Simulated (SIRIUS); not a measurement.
Band structure of Ge (Fd-3m, 2 atoms in the cell; from Materials Project mp-32).

```
Ge
1.0
    0.00000     2.83743     2.83743
    2.83743     0.00000     2.83743
    2.83743     2.83743     0.00000
Ge
2
Direct
  0.50000   0.50000   0.50000
  0.75000   0.75000   0.75000
```

All values come from this method and carry its errors: SIRIUS 7.12.0 with PBEsol, FP-LAPW (LAPW with two local orbitals a valence shell; core below -3 Ha), all-electron full potential with ZORA scalar-relativistic valence and Dirac core.

Settings: parameters.ngridk = 14 14 14; basis = LAPW with two local orbitals a valence shell, core below -3 Ha; unit_cell.atom_type_rmt = {Ge: 2.25} bohr; parameters.xc_functionals = [XC_GGA_X_PBE_SOL, XC_GGA_C_PBE_SOL]; parameters.aw_cutoff = 7; parameters.pw_cutoff = 20 1/bohr; parameters.smearing = fermi_dirac; parameters.smearing_width = 0.00367493 Ha; parameters.electronic_structure_method = full_potential_lapwlo; parameters.lmax_apw = 8; parameters.lmax_rho = 8; parameters.lmax_pot = 8; parameters.auto_rmt = 0; parameters.num_fv_states = 26.

The structure comes from a collection of computed structures, made at another level of theory; the collection holds predicted forms beside known ones. Values depend on the basis (sphere radii, cutoffs, local orbitals), which need not be converged.

Points are given in units of this cell's reciprocal vectors. Levels in eV from the Fermi level, bands 11 to 18:
| point | 11 | 12 | 13 | 14 | 15 | 16 | 17 | 18 |
|---|---|---|---|---|---|---|---|---|
| Γ (0 0 0) | -12.76 | -0.15 | -0.05 | -0.05 | -0.05 | 2.47 | 2.47 | 2.47 |
| X (0.5 0 0.5) | -8.92 | -8.92 | -3.11 | -3.11 | 0.63 | 0.63 | 9.35 | 9.35 |
| W (0.5 0.25 0.75) | -8.82 | -8.82 | -3.95 | -3.95 | 4.20 | 4.20 | 4.59 | 4.59 |
| K (0.375 0.375 0.75) | -9.38 | -8.33 | -4.38 | -2.67 | 1.04 | 3.96 | 7.05 | 7.26 |
| L (0.5 0.5 0.5) | -10.69 | -7.64 | -1.45 | -1.45 | 0.04 | 3.65 | 3.65 | 6.92 |
| U (0.625 0.25 0.625) | -9.38 | -8.33 | -4.38 | -2.67 | 1.04 | 3.96 | 7.05 | 7.26 |

1 band crosses the Fermi level along this path, so the cell has no gap at this level.
